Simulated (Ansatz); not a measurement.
ZnSiP$_{2}$ (chalcopyrite, I-42d), LDA (plane waves, PAW; program Ansatz). The conduction-band minimum lies at Γ, with 1 equivalent valley. Second derivatives d²E/dk² of the lowest band at one valley (eV·Å²), along Cartesian directions:

| direction | d²E/dk² |
|---|---|
| [100] | 31.33 |
| [010] | 31.33 |
| [001] | 5.136 |
| [110] | 31.20 |
| [101] | 18.24 |
| [011] | 18.24 |

### Question
Find the principal effective masses, the density-of-states mass and the conductivity mass.

### Answer
Off-diagonal terms follow from H_xy = H[110] − (H_xx + H_yy)/2, and m*/mₑ = 7.620 eV·Å² over each eigenvalue: 0.24, 0.24, 1.5. One valley's DOS mass (m₁m₂m₃)^(1/3) = 0.44, conductivity mass 3/(Σ 1/mᵢ) = 0.34 mₑ.

### Question
What effective density of states Nc follows at 300 K for parabolic valleys?

### Answer
Nc = 2.509e19 × 1 × (0.44)^(3/2) ≈ 7.3e18 cm⁻³.

Symmetry was held in the LDA relaxation.

Potentials: the later of the program's two PAW sets.

Edges and masses are those of Kohn–Sham bands, whose gap is no quasiparticle gap.
